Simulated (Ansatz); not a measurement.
NbAlB:
```xyz
6
Lattice="1.6729 -7.3519 0.0000 1.6729 7.3519 0.0000 0.0000 0.0000 3.1137" Properties=species:S:1:pos:R:3 pbc="T T T"
Al     1.6729    -2.9464     0.7784
Al     1.6729     2.9464     2.3353
B      1.6729     0.4418     2.3353
B      1.6729    -0.4418     0.7784
Nb     1.6729     6.0549     2.3353
Nb     1.6729    -6.0549     0.7784
```

Relaxed with PBE. Special points in fractions of this cell's reciprocal vectors: Γ (0.000, 0.000, 0.000); Y (-0.500, 0.500, 0.000); C0 (-0.263, 0.737, 0.000); Σ0 (0.263, 0.263, 0.000); Z (0.000, 0.000, 0.500); A0 (0.263, 0.263, 0.500); E0 (-0.263, 0.737, 0.500); T (-0.500, 0.500, 0.500); S (0.000, 0.500, 0.000); R (0.000, 0.500, 0.500).

Q: List the band energies nearest the Fermi level at these points for PBE in the plane-wave PAW code Ansatz.

A: In eV from the Fermi level; about four levels below and three above (degenerate sets whole), none deeper than 8.9 eV; points with the same levels are listed once.

```
k                     below                above
--  -----------------------  -------------------
Γ   -3.16 -2.87 -2.34 -2.11       0.34 1.50 1.79
Y   -3.17 -2.65 -2.44 -1.37       1.16 1.39 1.78
C0  -3.65 -2.65 -1.53 -0.45       0.06 0.53 1.81
Z   -2.85 -2.85 -2.20 -2.20  1.05 1.05 1.35 1.35
A0  -1.35 -1.35 -0.70 -0.70  2.97 2.97 3.27 3.27
T   -2.83 -2.83 -2.51 -2.51  0.89 0.89 1.35 1.35
S   -3.85 -2.88 -1.44 -0.44       0.05 0.52 2.00
R   -1.31 -1.31 -0.67 -0.67  2.98 2.98 3.14 3.14
```

Space group Cmcm. The start of the workflow was typed in or built on a structure type; neither database checked (COD, Materials Project) lists it. Its standing as an ambient phase is unchecked. The PBE relaxation kept the symmetry of its start; its stability against distortions is not shown here. The run is not spin-polarised. Spin–orbit coupling is left out wherever it is not named.

Potentials: the later of the program's two PAW sets.
